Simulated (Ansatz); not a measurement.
Te2Pd in space group R-3m (No. 166; Pd on 3a, Te on 6c) at seven volumes, the program Ansatz at the LDA level (PAW), shape and atoms relaxed at each. One row is withheld.

```csv
V (Å³/atom),P (GPa)
22.381,?
23.119,3.46
23.857,1.52
24.594,0.00
25.332,-0.98
26.070,-1.82
26.808,-2.41
```

Q: Fit the shown pressures and predict the withheld one.

A: Third-order Birch–Murnaghan: P = (3/2)B₀(x^(7/2) − x^(5/2))[1 + (3/4)(B′ − 4)(x − 1)] with x = (V₀/V)^(2/3). Least squares on the six rows gives V₀ = 24.627 Å³/atom, B₀ = 41.64 GPa, B′ = 8.81. At V = 22.381, x = 1.0658 and P = 5.97 GPa. The run itself gave 5.82 GPa.

The cell is a constructed one: a structure type filled with these elements; neither database checked (COD, Materials Project) lists it. COD files the formula under space group No. 164. Whether it is the stable phase at ambient conditions was not checked. The LDA relaxation kept the symmetry of its start; its stability against distortions is not shown here. The run is not spin-polarised. A crystal of weakly bound layers computed without a dispersion correction: the cell and the soft elastic constants depend strongly on that. Spin–orbit coupling is left out wherever it is not named.

Potentials: the later of the program's two PAW sets.
